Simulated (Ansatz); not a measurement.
Starting cell, Cu (fcc, Cu type):

```yaml
crystal:
  lattice:
    - [3.56339, 0.00000, 0.00000]
    - [0.00000, 3.56339, 0.00000]
    - [0.00000, 0.00000, 3.56339]
  atoms:
    - { symbol: Cu, position: [0.00000, 0.00000, 0.00000] }
    - { symbol: Cu, position: [0.50000, 0.50000, 0.00000] }
    - { symbol: Cu, position: [0.50000, 0.00000, 0.50000] }
    - { symbol: Cu, position: [0.00000, 0.50000, 0.50000] }
```

In this cell atom 4 (Cu, nearest neighbour Cu at 2.520 Å; its periodic images, 3.6 Å or more away, move with it) is moved by s along Cartesian [111], unit vector (0.577, 0.577, 0.577); all other atoms and the cell stay fixed.

All values below come from PBEsol (plane waves to 420 eV, PAW, scalar-relativistic; Ansatz, a program for electronic structure). k mesh 11×11×11 (Γ-centred), Fermi-Dirac smearing 0.05 eV. Energies are smeared free energies. Compression counts positive. Left out: 2 of 11 points, with atoms too close for the PAW data. With partly filled bands, energies and forces of such displacements shift with the k mesh and the smearing. Cu is run without spin polarisation. Cu was relaxed with its symmetry unable to fall. The PAW data are Ansatz's earlier set. The zero of ΔE is the undisplaced structure.

```json
[
 {"s (Å)": "-0.608", "ΔE (meV/cell)": "1947", "P (GPa)": "…"},
 {"s (Å)": "-0.456", "ΔE (meV/cell)": "968", "P (GPa)": "11.3"},
 {"s (Å)": "-0.304", "ΔE (meV/cell)": "…", "P (GPa)": "4.8"},
 {"s (Å)": "-0.152", "ΔE (meV/cell)": "91", "P (GPa)": "1.2"},
 {"s (Å)": "0.000", "ΔE (meV/cell)": "0", "P (GPa)": "0.0"},
 {"s (Å)": "0.152", "ΔE (meV/cell)": "91", "P (GPa)": "1.2"},
 {"s (Å)": "0.304", "ΔE (meV/cell)": "…", "P (GPa)": "4.8"},
 {"s (Å)": "0.456", "ΔE (meV/cell)": "968", "P (GPa)": "11.3"},
 {"s (Å)": "0.608", "ΔE (meV/cell)": "1947", "P (GPa)": "…"}
]
```

Q: What belongs in the gaps?

A: 
- -0.608, P (GPa): 21.5
- -0.304, ΔE (meV/cell): 390
- 0.304, ΔE (meV/cell): 390
- 0.608, P (GPa): 21.5

(For displaced atoms, the force is minus the slope of the energy, and its curvature is a force constant, which sets phonon frequencies.)
